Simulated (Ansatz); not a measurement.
The elements of this relaxed trial crystal are hidden behind letters.

```
lattice vectors (Å)
   5.9379    0.0000    0.0000
  -2.9689    5.1423    0.0000
   0.0000    0.0000    5.9934
fractional positions
X 0.4999 0.9999 0.0000
X 0.4999 0.5001 0.0000
X 0.0001 0.5001 0.0000
X 0.3296 0.1648 0.5000
X 0.8352 0.1648 0.5000
X 0.8352 0.6704 0.5000
X 0.3333 0.6667 0.5000
Z 0.0000 0.0000 0.0000
```

Computed with DFT PBE, scalar-relativistic, plane waves, PAW in Ansatz. Plane waves to 420 eV, a 6×6×6 mesh through Γ for the 8-atom cell and 0.10 eV Gaussian smearing; no spin polarisation.

| Quantity | Value |
| --- | --- |
| Space group | P-6m2 (No. 187) |
| Conventional cell | a = 5.938 Å, c = 5.993 Å |
| Volume per atom | 22.88 Å³ |
| Density | 7.43 g/cm³ |
| Formation energy | +0.02 eV/atom |
| Gap on the 6×6×6 mesh of the 8-atom cell | 0 eV (a metal) |

Energies are uncorrected and count from the elements' standard states at the same level.

Problem. X is a d-block element of period 5 and Z is a p-block element of period 3. Which elements are they?

Solution. X = Cd, Z = S, so the formula is Cd7S. Density times volume gives a mean mass of 7.43 × 22.88/1.6605 = 102.4 u per atom, and this set has 102.4 u. Cd on a site of symmetry mm2 is surrounded by 4 Cd at 2.97 Å, 2 S at 2.97 Å and 6 Cd at 3.45–3.46 Å; around Cd on a second site of symmetry mm2 lie 6 Cd at 2.94–3.00 Å, 2 S at 3.44 Å and 4 Cd at 3.46 Å; around S lie 6 Cd at 2.97 Å and 6 Cd at 3.44 Å; 1 more site not described. Other sets within the hints have nearly the same mass, so mass alone doesn't settle it; this one was computed.

A structure relaxed within its symmetry needn't be a true minimum. Another cell of the same search, in P-3m1, lies 71 meV/atom lower, so this cell isn't the stable form at this level.
